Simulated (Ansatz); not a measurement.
A geometry of La2O3 away from equilibrium: step 2 of the relaxation of a relaxed La2O3 cell, doubled along one cell vector, shaken by Gaussian noise of σ = 0.08 Å a coordinate. Method: r2SCAN (plane waves to 500 eV, PAW, scalar-relativistic; Ansatz, a first-principles code). Γ-centred k-mesh 5×3×5 on the run's cell (coarser than for final values), Fermi–Dirac smearing 0.05 eV.

```xyz
10
Lattice="3.0055 1.7428 2.8842 -6.0007 3.4532 5.7771 -0.0114 -3.4774 2.8912" Properties=species:S:1:pos:R:3:forces:R:3 pbc="T T T" free_energy=-28490.363 pressure_GPa=-0.7
O     -1.6996     0.1088     4.3560    0.2439   -0.6825   -0.7938
O     -4.6956     1.6967     7.1711   -0.8301    0.3837    0.4798
O      0.8513    -1.4820     4.3184   -0.6327   -0.0462    0.0798
O     -2.1691     0.2308     7.2087    0.6228    0.0431   -0.2730
O      0.9063     1.5103     4.2790    0.0735    0.0552   -0.0479
O     -2.1673     3.2480     7.2282   -0.2020    0.2450   -0.1528
La    -0.0216    -0.0034     2.4474    0.2784    0.1167   -0.0033
La    -3.0011     1.7756     5.3428   -0.5032    0.0626    0.4586
La     0.0168     0.0324     6.0534   -0.6913    0.2107    0.8078
La    -3.1099     1.7520     9.0239    1.6407   -0.3883   -0.5553
```

Positions in Å, forces in eV/Å, free energy of the cell in eV (comparable only within this code, potentials and settings). Largest force: 1.78 eV/Å, on La10 (atoms numbered as listed); the geometry lies 0.02 eV/atom above the end of its relaxation.

No spin polarisation in the result.

The end of the path is a generated cell of La2O3: the first start was made by placing the elements on the sites of a structure type, and the end was not matched to a known phase here, so it may be hypothetical. Known forms of La2O3 include space group No. 164.
